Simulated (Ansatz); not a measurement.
A geometry of Ni away from equilibrium: the start of the relaxation of a relaxed Ni cell, doubled along one cell vector, shaken by Gaussian noise of σ = 0.08 Å a coordinate. Method: PBE (plane waves to 420 eV, PAW, scalar-relativistic; Ansatz, a quantum-chemistry and plane-wave program). Γ-centred k-mesh 16×16×8 on the run's cell (coarser than for final values), Fermi–Dirac smearing 0.05 eV.

```xyz
2
Lattice="0.0000 1.7594 1.7594 1.7594 0.0000 1.7594 3.5188 3.5188 0.0000" Properties=species:S:1:pos:R:3:forces:R:3 pbc="T T T" free_energy=-11679.382 pressure_GPa=1.6
Ni     1.7664     1.5253     1.7453   -0.5326   -0.0739    0.7561
Ni     3.4590     3.3957     1.9242    0.5326    0.0739   -0.7561
```

Positions in Å, forces in eV/Å, free energy of the cell in eV (comparable only within this code, potentials and settings). Largest force: 0.93 eV/Å, on Ni1, Ni2 (atoms numbered as listed); the geometry lies 0.04 eV/atom above the end of its relaxation.

Spin-polarised start, with parallel moments on Ni.

Spin state reached: ferromagnetic (net 0.63 μB/atom), from parallel starting moments; other spin orders were not run from this start.

The run could not lose the symmetry of its start.
